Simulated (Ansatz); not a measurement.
CsI (CsCl type)

```yaml
crystal:
  lattice:
    - [4.50797, 0.00000, 0.00000]
    - [0.00000, 4.50797, 0.00000]
    - [0.00000, 0.00000, 4.50797]
  atoms:
    - { symbol: Cs, position: [0.00000, 0.00000, 0.00000] }
    - { symbol: I, position: [0.50000, 0.50000, 0.50000] }
```

The slice is a {100} plane (indices of the conventional cell) through the point (0.000, 0.000, 0.000) (fractional), spanned by u = [100] and v = [010] in vectors of this cell: u (4.51 Å) and v (4.51 Å, at 90° to u). It covers one period; positions are fractions (u, v).

Computed with PBEsol (plane waves to 420 eV, PAW, scalar-relativistic; Ansatz, an electronic-structure program). k mesh 7×7×7. These are valence fields of a PAW run, semicore shells included where kept as valence: close to a nucleus they are smooth pseudo fields. CsI was relaxed with its symmetry unable to fall. Spin-orbit coupling is left out, though I is heavy.

Q: Sketch the valence electron density on this plane as a map.

A: 
```tsv
v \ u	0.00	0.11	0.21	0.32	0.43	0.54	0.64	0.75	0.86	0.96
0.93	-0.4	0.0	-0.2	-0.9	-1.7	-1.8	-1.2	-0.4	0.1	-0.3
0.86	0.1	0.0	-0.4	-1.1	-1.7	-1.8	-1.3	-0.6	0.0	0.1
0.79	-0.1	-0.2	-0.7	-1.3	-1.7	-1.8	-1.5	-0.9	-0.4	-0.1
0.71	-0.6	-0.7	-1.1	-1.5	-1.6	-1.7	-1.6	-1.3	-0.8	-0.6
0.64	-1.1	-1.2	-1.5	-1.6	-1.6	-1.6	-1.6	-1.6	-1.3	-1.1
0.57	-1.7	-1.7	-1.7	-1.6	-1.5	-1.5	-1.6	-1.7	-1.7	-1.6
0.50	-1.9	-1.9	-1.8	-1.6	-1.5	-1.5	-1.6	-1.7	-1.9	-1.9
0.43	-1.7	-1.7	-1.7	-1.6	-1.5	-1.5	-1.6	-1.7	-1.7	-1.6
0.36	-1.1	-1.2	-1.5	-1.6	-1.6	-1.6	-1.6	-1.6	-1.3	-1.1
0.29	-0.6	-0.7	-1.1	-1.5	-1.6	-1.7	-1.6	-1.3	-0.8	-0.6
0.21	-0.1	-0.2	-0.7	-1.3	-1.7	-1.8	-1.5	-0.9	-0.4	-0.1
0.14	0.1	0.0	-0.4	-1.1	-1.7	-1.8	-1.3	-0.6	0.0	0.1
0.07	-0.4	0.0	-0.2	-0.9	-1.7	-1.8	-1.2	-0.4	0.1	-0.3
0.00	-3.0	-0.1	-0.1	-0.8	-1.7	-1.8	-1.1	-0.3	0.1	-1.2
```

Values: log₁₀ of the valence density in e/Å³. The scale is logarithmic, as a density can span decades between atoms and voids; values under 0.001 e/Å³ are set to 0.001.
